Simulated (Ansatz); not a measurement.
SrCl2:
```
SrCl2
1.0
    0.00000     3.52048     3.52048
    3.52048     0.00000     3.52048
    3.52048     3.52048     0.00000
Sr Cl
1 2
Direct
  0.00000   0.00000   0.00000
  0.25000   0.25000   0.25000
  0.75000   0.75000   0.75000
```

Relaxed with PBE.

Map the electron localisation function on the plane through (0.000, 0.000, 0.000) spanned by u = [1, 0, 0] and v = [-1, 1, 1] in lattice vectors, from PBE (plane waves, PAW; program Ansatz).

x is the fraction of u, y of v (the angle between them is 90°; rows are the nearest grid lines); atoms in the plane: Sr at (0.00, 0.00), Cl at (0.50, 0.25), Cl at (0.50, 0.75).
```
| .*@@%-            -%@@*. |
|*#@@@*.  :==++==:  .*@@@#*|
|@@@@%-  :*#%%%%#*:  -%@@@@|
|%%#=. .+%@@@@@@@@%+. .=#%%|
|=-:   -%@@@@@@@@@@%-   :-=|
|     -#@@@@*--*@@@@#-     |
|    .=#@@@%*::*%@@@#=.    |
|    .=#%@@@@%%@@@@%#=.    |
|    .-*#@@@@@@@@@@#*-.    |
|     .-+*#%@@@@%#*+-.     |
|      .:=+**##**+=:.      |
|                          |
|                          |
|      .:=+**##**+=:.      |
|     .-+*#%@@@@%#*+-.     |
|    .-*#@@@@@@@@@@#*-.    |
|    .=#%@@@@%%@@@@%#=.    |
|    .=#@@@%*::*%@@@#=.    |
|     -#@@@@*--*@@@@#-     |
|=-:   -%@@@@@@@@@@%-   :-=|
|%%#=. .+%@@@@@@@@%+. .=#%%|
|@@@@%-  :*#%%%%#*:  -%@@@@|
|*#@@@*.  :==++==:  .*@@@#*|
| .*@@%-            -%@@*. |
```
Scale: ten equal steps from 0.001 (start of ' ') to 0.881 (end of '@'), in the order ' .:-=+*#%@'; x runs from 0.000 to 1.00, y from 0.000 (bottom) to 1.00 (top).

The density is the valence pseudo-density with augmentation charge, so density and ELF within about 1 Å of a nucleus are not all-electron values.

Space group Fm-3m (fluorite). The cell was relaxed with PBE under the symmetry of its start; phonons on a q-mesh show no instability.

Potentials: the later of the program's two PAW sets.
